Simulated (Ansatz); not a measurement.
Data:

Starting cell, KI (rock salt):

```
KI
1.0
    0.00000     3.59063     3.59063
    3.59063     0.00000     3.59063
    3.59063     3.59063     0.00000
I K
1 1
Direct
  0.00000   0.00000   0.00000
  0.50000   0.50000   0.50000
```

In each cell atom 2 (K, nearest neighbour I at 3.591 Å; its periodic images, 5.1 Å or more away, move with it) moves by s·(0.707, 0.707, 0.000) (along Cartesian [110]), the rest being held.

Method: PBE (plane waves to 420 eV, PAW, scalar-relativistic; Ansatz, an electronic-structure program). k mesh 7×7×7 (Γ-centred), Fermi-Dirac smearing 0.05 eV. Energies are smeared free energies. KI was relaxed with its symmetry unable to fall. Spin-orbit coupling is left out, though I is heavy. The relaxed volume of KI is well above the measured one; the method has no dispersion term. The zero of ΔE is the undisplaced structure.

The scan covers s from -0.720 to 0.720 Å in 11 points.

Problem. Is the energy the same for equal positive and negative displacements?

Solution. Even: the same for both signs. With its periodic images moving along, the atom's site symmetry in this cell is m-3m.

Problem. What force acts on the atom along the line at s = -0.720 Å?

Solution. 0.811 eV/Å.

Problem. What is the force constant k = d²E/ds² of this move at s = 0?

Solution. 0.85 eV/Å².

Problem. With two atoms in the cell this is the zone-centre optical mode. What wavenumber follows (transverse: no LO-TO term)?

Solution. 88 cm⁻¹.

(A displaced cell: forces are minus the slopes of the energy, force constants its curvatures, and phonons follow from these.)
